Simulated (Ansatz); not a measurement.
Relaxed GaAs (zinc blende):

```xyz
4
Lattice="0.0000 5.7461 5.7461 2.8730 2.8730 5.7461 2.8730 2.8730 0.0000" Properties=species:S:1:pos:R:3 pbc="T T T"
As     4.3096    10.0556    10.0556
As     4.3096     7.1826     7.1826
Ga     0.0000     0.0000     0.0000
Ga     2.8730     5.7461     2.8730
```

A phonon eigenvector at X = (0.5, 0.5, 0.0) is frozen into this cell: atom i moves by Q times the vector below, so Q is the largest atomic displacement, in Å. The cell is held. (q is in reciprocal vectors of the primitive cell; the cell shown is doubled to hold the pattern.)

```json
[
 {"atom": "As1", "x": "0.000", "y": "0.000", "z": "-1.000"},
 {"atom": "As2", "x": "0.000", "y": "0.000", "z": "1.000"}
]
```

Atoms not listed stay in place.

Level of theory: PBE (plane waves to 420 eV, PAW, scalar-relativistic; Ansatz, an electronic-structure program). k mesh 10×10×10 (Γ-centred), Fermi-Dirac smearing 0.05 eV. The energy includes the smearing's −TS. Stress and pressure are positive under compression. GaAs was relaxed with its symmetry unable to fall. The PAW data are Ansatz's earlier set. The zero of ΔE is the undisplaced structure.

### Question
Give the computed ΔE (meV/cell) and P (GPa) at Q (Å) = -0.150, -0.120, -0.030, 0.030, 0.150, 0.180.

### Answer
```json
[
 {"Q (Å)": "-0.150", "ΔE (meV/cell)": "265", "P (GPa)": "0.82"},
 {"Q (Å)": "-0.120", "ΔE (meV/cell)": "170", "P (GPa)": "0.53"},
 {"Q (Å)": "-0.030", "ΔE (meV/cell)": "11", "P (GPa)": "0.04"},
 {"Q (Å)": "0.030", "ΔE (meV/cell)": "11", "P (GPa)": "0.04"},
 {"Q (Å)": "0.150", "ΔE (meV/cell)": "265", "P (GPa)": "0.82"},
 {"Q (Å)": "0.180", "ΔE (meV/cell)": "380", "P (GPa)": "1.18"}
]
```

(A displaced cell: forces are minus the slopes of the energy, force constants its curvatures, and phonons follow from these.)
